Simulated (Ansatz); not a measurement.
**Profile along the S–Cd line in CdS (zinc blende)**

CdS (zinc blende), conventional cell a = b = c = 5.927 Å, α = β = γ = 90.00°. The calculation uses the primitive cell of 2 atoms, to which meshes and values per cell refer.

Fields along a shortest S–Cd line of a {110} plane (2.57 Å), from S to Cd, interpolated on the slice's grid (step about 0.2 Å). Method: PBE (plane waves to 420 eV, PAW, scalar-relativistic; Ansatz, an electronic-structure program). k mesh 10×10×10. Near the nuclei the fields are pseudised (PAW); where an atom keeps semicore shells as valence, they peak there. CdS was relaxed with its symmetry unable to fall. The PAW data are Ansatz's earlier set.

```json
[
 {"distance from S (Å)": "0.00", "valence electron density (e/Å³)": "0.08", "electron localisation function": "x", "density of the highest valence band (e/Å³)": "0.001", "density of the lowest conduction band (e/Å³)": "0.024"},
 {"distance from S (Å)": "0.13", "valence electron density (e/Å³)": "0.19", "electron localisation function": "x", "density of the highest valence band (e/Å³)": "0.044", "density of the lowest conduction band (e/Å³)": "0.045"},
 {"distance from S (Å)": "0.26", "valence electron density (e/Å³)": "0.54", "electron localisation function": "x", "density of the highest valence band (e/Å³)": "0.142", "density of the lowest conduction band (e/Å³)": "0.086"},
 {"distance from S (Å)": "0.39", "valence electron density (e/Å³)": "0.91", "electron localisation function": "x", "density of the highest valence band (e/Å³)": "0.239", "density of the lowest conduction band (e/Å³)": "0.120"},
 {"distance from S (Å)": "0.51", "valence electron density (e/Å³)": "1.15", "electron localisation function": "0.64", "density of the highest valence band (e/Å³)": "0.290", "density of the lowest conduction band (e/Å³)": "0.127"},
 {"distance from S (Å)": "0.64", "valence electron density (e/Å³)": "1.16", "electron localisation function": "0.83", "density of the highest valence band (e/Å³)": "0.283", "density of the lowest conduction band (e/Å³)": "0.104"},
 {"distance from S (Å)": "0.77", "valence electron density (e/Å³)": "1.00", "electron localisation function": "0.88", "density of the highest valence band (e/Å³)": "0.239", "density of the lowest conduction band (e/Å³)": "0.067"},
 {"distance from S (Å)": "0.90", "valence electron density (e/Å³)": "0.78", "electron localisation function": "0.88", "density of the highest valence band (e/Å³)": "0.183", "density of the lowest conduction band (e/Å³)": "0.034"},
 {"distance from S (Å)": "1.03", "valence electron density (e/Å³)": "0.59", "electron localisation function": "0.81", "density of the highest valence band (e/Å³)": "0.132", "density of the lowest conduction band (e/Å³)": "0.014"},
 {"distance from S (Å)": "1.16", "valence electron density (e/Å³)": "0.46", "electron localisation function": "0.61", "density of the highest valence band (e/Å³)": "0.091", "density of the lowest conduction band (e/Å³)": "0.010"},
 {"distance from S (Å)": "1.28", "valence electron density (e/Å³)": "0.39", "electron localisation function": "0.33", "density of the highest valence band (e/Å³)": "0.059", "density of the lowest conduction band (e/Å³)": "0.016"},
 {"distance from S (Å)": "1.41", "valence electron density (e/Å³)": "0.41", "electron localisation function": "0.17", "density of the highest valence band (e/Å³)": "0.034", "density of the lowest conduction band (e/Å³)": "0.029"},
 {"distance from S (Å)": "1.54", "valence electron density (e/Å³)": "0.54", "electron localisation function": "0.17", "density of the highest valence band (e/Å³)": "0.015", "density of the lowest conduction band (e/Å³)": "0.042"},
 {"distance from S (Å)": "1.67", "valence electron density (e/Å³)": "1.01", "electron localisation function": "0.24", "density of the highest valence band (e/Å³)": "0.004", "density of the lowest conduction band (e/Å³)": "0.048"},
 {"distance from S (Å)": "1.80", "valence electron density (e/Å³)": "2.29", "electron localisation function": "0.32", "density of the highest valence band (e/Å³)": "0.003", "density of the lowest conduction band (e/Å³)": "0.038"},
 {"distance from S (Å)": "1.93", "valence electron density (e/Å³)": "4.80", "electron localisation function": "0.40", "density of the highest valence band (e/Å³)": "0.012", "density of the lowest conduction band (e/Å³)": "0.015"},
 {"distance from S (Å)": "2.06", "valence electron density (e/Å³)": "8.76", "electron localisation function": "0.53", "density of the highest valence band (e/Å³)": "0.021", "density of the lowest conduction band (e/Å³)": "0.004"},
 {"distance from S (Å)": "2.18", "valence electron density (e/Å³)": "14.11", "electron localisation function": "x", "density of the highest valence band (e/Å³)": "0.021", "density of the lowest conduction band (e/Å³)": "0.035"},
 {"distance from S (Å)": "2.31", "valence electron density (e/Å³)": "20.00", "electron localisation function": "x", "density of the highest valence band (e/Å³)": "0.013", "density of the lowest conduction band (e/Å³)": "0.119"},
 {"distance from S (Å)": "2.44", "valence electron density (e/Å³)": "24.81", "electron localisation function": "x", "density of the highest valence band (e/Å³)": "0.004", "density of the lowest conduction band (e/Å³)": "0.214"},
 {"distance from S (Å)": "2.57", "valence electron density (e/Å³)": "25.72", "electron localisation function": "x", "density of the highest valence band (e/Å³)": "0.002", "density of the lowest conduction band (e/Å³)": "0.236"}
]
```

x: too close to a nucleus for the ELF to mean much. Band densities are of whole bands, smooth part only.

Density on the S–Cd line (2.57 Å) at its density minimum, 1.3 Å from S: 0.39 e/Å³. ELF at that point: 0.2. Element round which the density of the highest valence band (whole band, smooth part) is largest on this plane: S.
